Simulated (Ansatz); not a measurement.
One crystal and one scan (energy over volume and axial ratio) at two levels, PBE (plane waves to 420 eV, PAW, scalar-relativistic; Ansatz, a first-principles code) and r2SCAN (plane waves to 500 eV, PAW, scalar-relativistic; Ansatz), each from its own relaxed cell and on its own mesh. The cell shown is that of PBE.

BP (zinc blende)

```
CELL_PARAMETERS angstrom
      0.00000     2.27424     2.27424
      2.27424     0.00000     2.27424
      2.27424     2.27424     0.00000
ATOMIC_POSITIONS crystal
  P  0.75000 0.75000 0.75000
  B  0.00000 0.00000 0.00000
```

The relaxed cell is deformed in two ways at once: its volume V is scaled, and at that volume it is stretched along z (the c axis of the conventional cell) so that c/a changes. Fractional atomic positions are held.

E stands for the smeared free energy. BP was relaxed with its symmetry unable to fall. Percentages come from the unrounded values. Both scans cover V/V₀ from 0.960 to 1.040 and (c/a)/(c/a)₀ from 0.920 to 1.080.

```tsv
quantity	PBE	r2SCAN	PBE − r2SCAN
Lattice constant a (Å)	4.548	4.537	+0.011 (+0.3 %)
Shear modulus C′ = (C11 − C12)/2 (fit, atoms clamped) (GPa)	133	144	-11 (-8 %)
```

PBE gives the higher value for: lattice constant a. PBE gives the lower value for: shear modulus C′.

(Under strain, the slope of the energy per volume gives the stress and its curvature an elastic modulus.)
